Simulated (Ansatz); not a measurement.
K5Te3 in space group I4/m (No. 87; Pearson symbol tI32), the program Ansatz at the LDA level (PAW), all energies at zero smearing, with the estimated change up to a 700 eV cutoff added, with one set of potentials and settings (totals compare only within such a set). Cell of 16 atoms (10 K, 6 Te): -55941.877 eV.

```
element              reference phase  E (eV/atom)
-------  ---------------------------  -----------
K          R-3m, 3 atoms in the cell   -1496.2508
Te       P3_121, 3 atoms in the cell   -6827.2001
```

Formation energy per atom, worked out: (-55941.877 − 10×(-1496.2508) − 6×(-6827.2001))/16 = -1.011 eV/atom (-97 kJ per mol of atoms), at 0 K, without zero-point energy or fitted corrections.

The workflow started from a Materials Project entry (that database holds measured and hypothetical structures alike); the Crystallography Open Database files this formula in space group No. 87, but the cells were not matched. Its standing as an ambient phase is unchecked. The cell keeps a stress of up to 0.2 GPa. The cell was relaxed with LDA under the symmetry of its start; its stability against distortions is not shown here. The references are the lowest solids computed at this level, not always the standard phases. Spin–orbit coupling is left out wherever it is not named.

Potentials: the later of the program's two PAW sets.
